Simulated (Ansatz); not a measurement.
Ba$_{3}$ZnN$_{2}$O:
```cif
data_Ba3N2OZn
_chemical_formula_sum 'Ba3 Zn1 N2 O1'
_space_group_name_H-M_alt 'P4/mmm'
_space_group_IT_number 123
_space_group_name_Hall '-P 4 2'
_cell_length_a 4.10737
_cell_length_b 4.10737
_cell_length_c 9.16674
_cell_angle_alpha 90.000
_cell_angle_beta 90.000
_cell_angle_gamma 90.000
loop_
_atom_site_label
_atom_site_type_symbol
_atom_site_symmetry_multiplicity
_atom_site_Wyckoff_symbol
_atom_site_fract_x
_atom_site_fract_y
_atom_site_fract_z
_atom_site_occupancy
Ba1 Ba 2 g 0.00000 0.00000 0.21817 1
Ba2 Ba 1 d 0.50000 0.50000 0.50000 1
Zn1 Zn 1 c 0.50000 0.50000 0.00000 1
N1 N 2 h 0.50000 0.50000 0.19892 1
O1 O 1 b 0.00000 0.00000 0.50000 1
```

Relaxed with r²SCAN. DFT-r²SCAN in the program Ansatz with PAW potentials gives a gap of 0.67 eV.

Problem. What gap does HSE06 give on the same cell (Ansatz, PAW)?

Solution. 1.29 eV, 0.61 eV more. The hybrid was solved on a coarser mesh and at special points; its gap is the smallest among all of these.

```json
[
 {"k": "Γ", "v1 r²SCAN": "-0.12", "c1 r²SCAN": "0.94", "v1 HSE06": "-0.11", "c1 HSE06": "1.65"},
 {"k": "Z", "v1 r²SCAN": "-0.02", "c1 r²SCAN": "1.01", "v1 HSE06": "___", "c1 HSE06": "___"},
 {"k": "M", "v1 r²SCAN": "-0.15", "c1 r²SCAN": "1.63", "v1 HSE06": "___", "c1 HSE06": "___"},
 {"k": "A", "v1 r²SCAN": "0.00", "c1 r²SCAN": "0.67", "v1 HSE06": "-0.01", "c1 HSE06": "1.29"},
 {"k": "R", "v1 r²SCAN": "-1.03", "c1 r²SCAN": "1.88", "v1 HSE06": "___", "c1 HSE06": "___"},
 {"k": "X", "v1 r²SCAN": "-1.17", "c1 r²SCAN": "1.71", "v1 HSE06": "___", "c1 HSE06": "___"}
]
```

Problem. Top valence (v1) and lowest conduction level (c1) in eV from each method's valence maximum (which need not be a listed point): supply the withheld HSE06 values.

Solution. 
- Z, v1 HSE06: 0.00
- Z, c1 HSE06: 1.74
- X, v1 HSE06: -1.25
- X, c1 HSE06: 2.31
- M, v1 HSE06: -0.15
- M, c1 HSE06: 2.26
- R, v1 HSE06: -1.11
- R, c1 HSE06: 2.49

Cost on shared cores: the r²SCAN run (SCF on a 7×7×3 mesh, then bands and DOS) roughly 3 core-minutes, the HSE06 run (SCF on 4×4×2, then a few points) roughly 7 core-minutes; the tasks are unlike.

The workflow started from a Materials Project entry (that database holds measured and hypothetical structures alike); the Crystallography Open Database copy checked does not list it. Whether it is the stable phase at ambient conditions was not checked. Symmetry was held in the r²SCAN relaxation; its stability against distortions is not shown here. Spin–orbit coupling is left out wherever it is not named.

Potentials: the later of the program's two PAW sets.
